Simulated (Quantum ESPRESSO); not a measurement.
pw.x input (Quantum ESPRESSO 7.5; LDA, PseudoDojo standard norm-conserving files, scalar-relativistic):

```
&CONTROL
  calculation = 'scf'
  pseudo_dir = './pseudo'
  outdir = './out'
  tprnfor = .true.
  tstress = .true.
/
&SYSTEM
  ibrav = 0
  nat = 4
  ntyp = 2
  ecutwfc = 84.0
  ecutrho = 336.0
  occupations = 'smearing'
  smearing = 'fd'
  degauss = 0.002
  nbnd = 12
/
&ELECTRONS
  conv_thr = 4e-10
/
ATOMIC_SPECIES
B 10.8100 B.upf
N 14.0070 N.upf
CELL_PARAMETERS angstrom
  2.512429911000   0.000000000000   0.000000000000
 -1.256214956000   2.175828128000   0.000000000000
  0.000000000000   0.000000000000   7.707260000000
ATOMIC_POSITIONS crystal
B   0.333333333000   0.666666667000   0.250000000000
B   0.666666667000   0.333333333000   0.750000000000
N   0.333333333000   0.666666667000   0.750000000000
N   0.666666667000   0.333333333000   0.250000000000
K_POINTS automatic
12 12 4 0 0 0
```

End of the output:

```
     total energy              =     -53.68036015 Ry
     estimated scf accuracy    <       0.00000012 Ry
[...]
     the Fermi energy is     4.6154 ev
!    total energy              =     -53.68036018 Ry
     estimated scf accuracy    <          6.6E-11 Ry
     smearing contrib. (-TS)   =       0.00000000 Ry
     internal energy E=F+TS    =     -53.68036018 Ry
     The total energy is F=E-TS. E is the sum of the following terms:
     one-electron contribution =     -28.05774946 Ry
     hartree contribution      =      21.37665586 Ry
     xc contribution           =     -17.16662868 Ry
     ewald contribution        =     -29.83263790 Ry
     convergence has been achieved in  10 iterations
     Forces acting on atoms (cartesian axes, Ry/au):
     atom    1 type  1   force =     0.00000000    0.00000000    0.00000000
     atom    2 type  1   force =    -0.00000000   -0.00000000   -0.00000000
     atom    3 type  2   force =    -0.00000000   -0.00000000    0.00000000
     atom    4 type  2   force =     0.00000000   -0.00000000    0.00000000
     Total force =     0.000000     Total SCF correction =     0.000000
     Computing stress (Cartesian axis) and pressure
          total   stress  (Ry/bohr**3)                   (kbar)     P=      -63.17
  -0.00059824  -0.00000000   0.00000000          -88.00       -0.00        0.00
  -0.00000000  -0.00059824   0.00000000           -0.00      -88.00        0.00
   0.00000000   0.00000000  -0.00009176            0.00        0.00      -13.50
```
In a gapped system the printed Fermi energy is only some level inside the gap.

Geometry of the Materials Project entry, not relaxed at this level.
